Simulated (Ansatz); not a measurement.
BAs (zinc blende)

```yaml
crystal:
  lattice:
    - [0.00000, 2.40468, 2.40468]
    - [2.40468, 0.00000, 2.40468]
    - [2.40468, 2.40468, 0.00000]
  atoms:
    - { symbol: As, position: [0.75000, 0.75000, 0.75000] }
    - { symbol: B, position: [0.00000, 0.00000, 0.00000] }
```

E(V) scan at fixed shape, V₀ the volume above. Symmetry pins the atoms to their sites.

Calculation: PBE (plane waves to 420 eV, PAW, scalar-relativistic; Ansatz, a program for electronic structure). k mesh 12×12×12 (Γ-centred), Fermi-Dirac smearing 0.05 eV. Energies are smeared free energies. Stress and pressure are positive under compression. BAs was relaxed with its symmetry unable to fall. The PAW data are Ansatz's earlier set. The zero of ΔE is the relaxed starting cell.

```json
[
 {"V (Å³/atom)": "11.680", "ΔE (meV/atom)": "195.6"},
 {"V (Å³/atom)": "12.236", "ΔE (meV/atom)": "101.8"},
 {"V (Å³/atom)": "12.793", "ΔE (meV/atom)": "42.0"},
 {"V (Å³/atom)": "13.349", "ΔE (meV/atom)": "9.8"},
 {"V (Å³/atom)": "13.905", "ΔE (meV/atom)": "0.0"},
 {"V (Å³/atom)": "14.461", "ΔE (meV/atom)": "8.5"},
 {"V (Å³/atom)": "15.017", "ΔE (meV/atom)": "32.0"},
 {"V (Å³/atom)": "15.574", "ΔE (meV/atom)": "withheld"},
 {"V (Å³/atom)": "16.130", "ΔE (meV/atom)": "112.7"}
]
```

**Question.** Fit a third-order Birch-Murnaghan form (E₀, V₀, B₀, B₀′ free) to the given rows and predict ΔE at V = 15.574.

**Answer.** Least squares on the 8 given rows: ΔE = E₀ + (9V₀B₀/16)·y²·[2 + (B₀′ − 4)y], y = (V₀/V)^(2/3) − 1, with V₀ = 13.906 Å³/atom, B₀ = 130.8 GPa (160.2 GPa = 1 eV/Å³; the term in eV is multiplied by 1000), B₀′ = 4.12, E₀ = 0.08 meV/atom; root-mean-square residual 0.09 meV/atom. At 15.574 the fit gives 67.4 meV/atom; the calculation gives 67.5 meV/atom, so the interpolation is off by -0.1 (-0.1 %). For the pressure the fit gives -11.7 GPa against the computed -11.7 GPa.

(Under strain, the slope of the energy per volume gives the stress and its curvature an elastic modulus.)
